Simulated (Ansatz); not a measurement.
Ansatz (a program for electronic structure) input:

Ansatz 0.2 input:
```yaml
crystal:
  lattice:
    - [-6.0046255776, 6.0046255776, 6.0046255776]
    - [6.0046255776, -6.0046255776, 6.0046255776]
    - [6.0046255776, 6.0046255776, -6.0046255776]
  atoms:
    - { symbol: Y, position: [0.25, 0.375, 0.125] }
    - { symbol: Y, position: [0.375, 0.75, 0.125] }
    - { symbol: Y, position: [0.75, 0.125, 0.375] }
    - { symbol: Y, position: [0.125, 0.25, 0.375] }
    - { symbol: Y, position: [0.125, 0.375, 0.75] }
    - { symbol: Y, position: [0.375, 0.125, 0.25] }
    - { symbol: Y, position: [0.75, 0.625, 0.875] }
    - { symbol: Y, position: [0.625, 0.25, 0.875] }
    - { symbol: Y, position: [0.25, 0.875, 0.625] }
    - { symbol: Y, position: [0.875, 0.75, 0.625] }
    - { symbol: Y, position: [0.875, 0.625, 0.25] }
    - { symbol: Y, position: [0.625, 0.875, 0.75] }
    - { symbol: Al, position: [0.0, 0.0, 0.0] }
    - { symbol: Al, position: [0.0, 0.5, 0.0] }
    - { symbol: Al, position: [0.5, 0.0, 0.5] }
    - { symbol: Al, position: [0.0, 0.0, 0.5] }
    - { symbol: Al, position: [0.5, 0.5, 0.0] }
    - { symbol: Al, position: [0.5, 0.5, 0.5] }
    - { symbol: Al, position: [0.0, 0.5, 0.5] }
    - { symbol: Al, position: [0.5, 0.0, 0.0] }
    - { symbol: Al, position: [0.25, 0.625, 0.375] }
    - { symbol: Al, position: [0.625, 0.75, 0.375] }
    - { symbol: Al, position: [0.75, 0.875, 0.125] }
    - { symbol: Al, position: [0.875, 0.25, 0.125] }
    - { symbol: Al, position: [0.375, 0.25, 0.625] }
    - { symbol: Al, position: [0.375, 0.625, 0.75] }
    - { symbol: Al, position: [0.125, 0.75, 0.875] }
    - { symbol: Al, position: [0.125, 0.875, 0.25] }
    - { symbol: Al, position: [0.25, 0.125, 0.875] }
    - { symbol: Al, position: [0.625, 0.375, 0.25] }
    - { symbol: Al, position: [0.75, 0.375, 0.625] }
    - { symbol: Al, position: [0.875, 0.125, 0.75] }
    - { symbol: O, position: [0.3007045998, 0.4802923746, 0.3817408271] }
    - { symbol: O, position: [0.4802923746, 0.5985515475, 0.1795877748] }
    - { symbol: O, position: [0.5985515475, 0.9189637727, 0.1182591729] }
    - { symbol: O, position: [0.9189637727, 0.3007045998, 0.3204122252] }
    - { symbol: O, position: [0.1992954002, 0.5810362273, 0.1795877748] }
    - { symbol: O, position: [0.0197076254, 0.1992954002, 0.1182591729] }
    - { symbol: O, position: [0.9014484525, 0.0197076254, 0.3204122252] }
    - { symbol: O, position: [0.5810362273, 0.9014484525, 0.3817408271] }
    - { symbol: O, position: [0.3817408271, 0.3007045998, 0.4802923746] }
    - { symbol: O, position: [0.1795877748, 0.4802923746, 0.5985515475] }
    - { symbol: O, position: [0.1182591729, 0.5985515475, 0.9189637727] }
    - { symbol: O, position: [0.3204122252, 0.9189637727, 0.3007045998] }
    - { symbol: O, position: [0.1795877748, 0.1992954002, 0.5810362273] }
    - { symbol: O, position: [0.1182591729, 0.0197076254, 0.1992954002] }
    - { symbol: O, position: [0.3204122252, 0.9014484525, 0.0197076254] }
    - { symbol: O, position: [0.3817408271, 0.5810362273, 0.9014484525] }
    - { symbol: O, position: [0.3007045998, 0.3204122252, 0.9189637727] }
    - { symbol: O, position: [0.4802923746, 0.3817408271, 0.3007045998] }
    - { symbol: O, position: [0.5985515475, 0.1795877748, 0.4802923746] }
    - { symbol: O, position: [0.9189637727, 0.1182591729, 0.5985515475] }
    - { symbol: O, position: [0.1992954002, 0.1182591729, 0.0197076254] }
    - { symbol: O, position: [0.0197076254, 0.3204122252, 0.9014484525] }
    - { symbol: O, position: [0.9014484525, 0.3817408271, 0.5810362273] }
    - { symbol: O, position: [0.5810362273, 0.1795877748, 0.1992954002] }
    - { symbol: O, position: [0.6992954002, 0.5197076254, 0.6182591729] }
    - { symbol: O, position: [0.5197076254, 0.4014484525, 0.8204122253] }
    - { symbol: O, position: [0.4014484525, 0.0810362273, 0.8817408271] }
    - { symbol: O, position: [0.0810362273, 0.6992954002, 0.6795877747] }
    - { symbol: O, position: [0.8007045998, 0.4189637727, 0.8204122253] }
    - { symbol: O, position: [0.9802923746, 0.8007045998, 0.8817408271] }
    - { symbol: O, position: [0.0985515475, 0.9802923746, 0.6795877748] }
    - { symbol: O, position: [0.4189637727, 0.0985515475, 0.6182591729] }
    - { symbol: O, position: [0.6182591729, 0.6992954002, 0.5197076254] }
    - { symbol: O, position: [0.8204122253, 0.5197076254, 0.4014484525] }
    - { symbol: O, position: [0.8817408271, 0.4014484525, 0.0810362273] }
    - { symbol: O, position: [0.6795877747, 0.0810362273, 0.6992954002] }
    - { symbol: O, position: [0.8204122253, 0.8007045998, 0.4189637727] }
    - { symbol: O, position: [0.8817408271, 0.9802923746, 0.8007045998] }
    - { symbol: O, position: [0.6795877748, 0.0985515475, 0.9802923746] }
    - { symbol: O, position: [0.6182591729, 0.4189637727, 0.0985515475] }
    - { symbol: O, position: [0.6992954002, 0.6795877747, 0.0810362273] }
    - { symbol: O, position: [0.5197076254, 0.6182591729, 0.6992954002] }
    - { symbol: O, position: [0.4014484525, 0.8204122253, 0.5197076254] }
    - { symbol: O, position: [0.0810362273, 0.8817408271, 0.4014484525] }
    - { symbol: O, position: [0.8007045998, 0.8817408271, 0.9802923746] }
    - { symbol: O, position: [0.9802923746, 0.6795877748, 0.0985515475] }
    - { symbol: O, position: [0.0985515475, 0.6182591729, 0.4189637727] }
    - { symbol: O, position: [0.4189637727, 0.8204122253, 0.8007045998] }
kpoints:
  mp_grid: { grid: [2, 2, 2] }
hamiltonian:
  xc: hse06
  pseudopotentials: { azcp: { folder: ./paw }, kind: paw }
scf:
  n_extra_bands: 80
  occupations: { method: fixed }
output:
  eigenvalues: true
  eigenstates:
    e_range: [-9.0, 15.7]
    kpoints:
      - [0.0, 0.0, 0.0]  # VBM
      - [0.0, 0.0, 0.0]  # CBM
      - [0.0, 0.0, 0.0]  # GAMMA
      - [0.5, -0.5, 0.5]  # H
      - [0.25, 0.25, 0.25]  # P
      - [0.0, 0.0, 0.5]  # N
```

Output (shortened):

```
Pseudopotential: Y, paw, valence charge 11
Pseudopotential: Al, paw, valence charge 3
Pseudopotential: O, paw, valence charge 6
Functional definition: HSE06
davidson cushion auto → on  (no smearing: the cushion is to keep the highest requested band from converging to the state above it …
Crystal: 80 atoms, lattice volume = 866.000 Å³
Basis set: ecut = 420 eV, 16949 PW (Γ)
Bands: 320, of which v1, the nominal top of the filled ones, is band 240 counted from 1 (239 counted from 0)
Symmetry: 48 space group operations
Space group: Ia-3d (ITA 230), of the structure as read, at distance tolerance 9.5e-5 Å
k-points: 3 of 8
SCF iter   1: F=—  HF=-84334.654170 eV  |F-HF|=—  |Δ(HF+E_count)|=         —  Δρ=8.06e-2  dr2=7.72e1  ethr=1.00e-1  ⟨swp⟩=5.0  Hψ=3096  notcnv=0
preconditioner: auto → none
SCF iter   2: F=—  HF=-84314.012462 eV  |F-HF|=—  |Δ(HF+E_count)|=    2.06e1  Δρ=4.41e-2  dr2=7.75e0  ethr=1.61e-2  ⟨swp⟩=4.0  Hψ=2767  notcnv=0
SCF iter   3: F=—  HF=-84313.031228 eV  |F-HF|=—  |Δ(HF+E_count)|=   9.81e-1  Δρ=1.51e-2  dr2=1.80e0  ethr=1.61e-3  ⟨swp⟩=4.7  Hψ=2729  notcnv=0
SCF iter   4: F=—  HF=-84313.166775 eV  |F-HF|=—  |Δ(HF+E_count)|=   1.36e-1  Δρ=7.87e-3  dr2=4.86e-1  ethr=3.74e-4  ⟨swp⟩=3.0  Hψ=2358  notcnv=0
iter 5 solved again at ethr=5.29e-6 eV; its pass at ethr=1.01e-4 eV (dr2=2.54e-2 eV) is discarded
SCF iter   5: F=—  HF=-84313.138322 eV  |F-HF|=—  |Δ(HF+E_count)|=   2.85e-2  Δρ=1.69e-3  dr2=2.25e-2  ethr=5.29e-6  ⟨swp⟩=4.0  Hψ=4904  notcnv=0
SCF iter   6: F=-84313.144764 eV  HF=-84313.143998 eV  |F-HF|=7.66e-4  |Δ(HF+E_count)|=   5.68e-3  Δρ=4.02e-4  dr2=5.74e-4  ethr=4.69e-6  ⟨swp⟩=3.0  Hψ=2513  notcnv=0
SCF 1 stopped early in 6 iterations: F = -84313.144764 eV  dr2 = 5.74e-4
Crystal: 80 atoms, lattice volume = 866.000 Å³
Exchange kernel: α = 0.2500, screened, ω = 0.2079 Å⁻¹, Wigner–Seitz truncation, v(0) = 1045.5038 eV·Å³, q-mesh 2×2×2, nearest image of the exchange supercell L …
Frozen-core exchange: fock
SCF iter   1: F=—  HF=-84348.732642 eV  |F-HF|=—  |Δ(HF+E_count)|=         —  Δρ=8.26e-3  dr2=7.32e-1  ethr=1.20e-6  ⟨swp⟩=9.3  Hψ=5199  notcnv=0
preconditioner: auto → none
SCF iter   2: F=—  HF=-84348.479231 eV  |F-HF|=—  |Δ(HF+E_count)|=   2.53e-1  Δρ=2.45e-3  dr2=4.23e-2  ethr=1.20e-6  ⟨swp⟩=5.3  Hψ=4224  notcnv=0
SCF iter   3: F=—  HF=-84348.635181 eV  |F-HF|=—  |Δ(HF+E_count)|=   1.56e-1  Δρ=7.71e-4  dr2=4.60e-3  ethr=1.20e-6  ⟨swp⟩=4.0  Hψ=3547  notcnv=0
SCF iter   4: F=—  HF=-84348.633697 eV  |F-HF|=—  |Δ(HF+E_count)|=   1.48e-3  Δρ=1.16e-4  dr2=2.73e-4  ethr=8.21e-7  ⟨swp⟩=3.0  Hψ=2437  notcnv=0
SCF iter   5: F=-84348.634863 eV  HF=-84348.634884 eV  |F-HF|=2.10e-5  |Δ(HF+E_count)|=   1.19e-3  Δρ=7.24e-5  dr2=4.21e-5  ethr=3.58e-8  ⟨swp⟩=4.7  Hψ=3153  notcnv=0
SCF 2 stopped early in 5 iterations: F = -84348.634863 eV  dr2 = 4.21e-5
hybrid outer 1: dexx = +1.873e-1 eV, tail = 3.56e-4 eV
Crystal: 80 atoms, lattice volume = 866.000 Å³
Exchange kernel: α = 0.2500, screened, ω = 0.2079 Å⁻¹, Wigner–Seitz truncation, v(0) = 1045.5038 eV·Å³, q-mesh 2×2×2, nearest image of the exchange supercell L …
Frozen-core exchange: fock
SCF iter   1: F=—  HF=-84348.636048 eV  |F-HF|=—  |Δ(HF+E_count)|=         —  Δρ=5.63e-5  dr2=6.34e-6  ethr=3.71e-7  ⟨swp⟩=3.3  Hψ=2169  notcnv=0
preconditioner: auto → none
SCF iter   2: F=—  HF=-84348.636055 eV  |F-HF|=—  |Δ(HF+E_count)|=   7.36e-6  Δρ=2.53e-5  dr2=1.89e-6  ethr=1.24e-9  ⟨swp⟩=5.7  Hψ=3749  notcnv=0
SCF iter   3: F=—  HF=-84348.636055 eV  |F-HF|=—  |Δ(HF+E_count)|=   3.91e-7  Δρ=1.07e-5  dr2=2.57e-7  ethr=3.67e-10  ⟨swp⟩=3.0  Hψ=2165  notcnv=0
iter 4 solved again at ethr=4.37e-12 eV; its pass at ethr=4.85e-11 eV (dr2=2.10e-8 eV) is discarded
SCF iter   4: F=-84348.636055 eV  HF=-84348.636055 eV  |F-HF|=1.72e-8  |Δ(HF+E_count)|=   1.52e-8  Δρ=1.18e-6  dr2=4.29e-8  ethr=5.49e-12 (applied; sched 4.37e-12)  ⟨swp⟩=2.7  Hψ=4962  notcnv=0
SCF 3 converged in 4 iterations: F = -84348.636055 eV  dr2 = 4.29e-8
hybrid outer 2: dexx = +3.957e-6 eV, tail = 1.83e-7 eV, Δε = 4.47e-3 eV (about 1.24e-4 eV left of the loop's levels)
NSCF: frozen V_eff on 6 k-points
hybrid SCF converged: 2 outer / 9 inner (+6 warm-up), last move |dexx| = 3.96e-6 eV, tail = 1.83e-7 eV
Stability not checked (fock_operator)
Free energy (F): -84348.636056 eV
Frozen-core exchange: fock
Harris-Foulkes:  -84348.636056 eV  (|F-HF|=1.72e-8)
Internal energy: -84348.636056 eV  (E = F + TS)
E sigma→0 (E₀):  -84348.636056 eV
Fermi energy:    6.633736 eV
--- Per-component energies (eV) ---
  E_band       = -1649.790751
  E_kinetic    = 12602.159601
  E_local      = -22211.658273  (includes V_loc(G=0)·N_el)
  E_nonlocal   = 2941.541558
  E_hartree    = 8052.374971
  E_xc         = -5160.132323
  E_vxc        = -6019.244116  (∫ρ·V_xc dr)
  E_exx        = -1362.121176  (= α·E_x^exact, valence–valence)
  E_paw        = -50943.244911  (= ΣΔE_a)
  E_vpaw       = -2343.139822  (= ΣTr[D̂ρ^β])
  E_aug_tail   = 0.037636  (compensation charges beyond the density's cutoff)
  E_ewald      = -28260.849325
  E_core_change = -6.743814  (= ΣΔE_core)
  E_smearing   =  0.000000  (= −TS)
  E_closure    = 0.000000  (closes the sum)
  Σ components = -84348.636056   (vs F -84348.636056, Δ=-1.46e-11)
  [band-id]    e_kinetic+e_local+e_nonlocal+2·e_hartree+e_vxc+2·e_exx+e_vpaw+e_augmentation_tail = -1649.795826   (vs E_band -1649.790751, Δ=-5.08e-3)
--- Band table (eV) ---
  k-point 0: bands = ["-35.0959", "-35.0954", "-35.0716", "-35.0716", "-35.0716", "-35.0716", "-35.0716", "-35.0716", "-35.0596", "-35.0596", "-35.0595", "-35.0595", "-14.7548", "-14.7548", "-14.7548", "-14.6314", "-14.6314", "-14.6314", "-14.6018", …
  k-point 1: bands = ["-35.0911", "-35.0911", "-35.0836", "-35.0836", "-35.0716", "-35.0716", "-35.0641", "-35.0641", "-35.0595", "-35.0595", "-35.0595", "-35.0595", "-14.7221", "-14.7221", "-14.6909", "-14.6909", "-14.6729", "-14.6729", "-14.6412", …
  k-point 2: bands = ["-35.0836", "-35.0836", "-35.0836", "-35.0836", "-35.0836", "-35.0836", "-35.0595", "-35.0595", "-35.0595", "-35.0595", "-35.0595", "-35.0595", "-14.7623", "-14.7623", "-14.6549", "-14.6549", "-14.6549", "-14.6549", "-14.6549", …
```

Cost: about 60 core-minutes (a rough figure) on shared cores.

The points marked VBM and CBM come from a semilocal run.

The workflow started from an entry of the Crystallography Open Database (COD, 293 K). Its standing as an ambient phase is unchecked. The cell was relaxed with r²SCAN under the symmetry of its start; its stability against distortions is not shown here. The run is not spin-polarised. Scalar-relativistic: spin–orbit coupling is off unless named, which matters more the heavier the elements.

Potentials: the earlier of the program's two PAW sets.

Ansatz is a plane-wave DFT program.
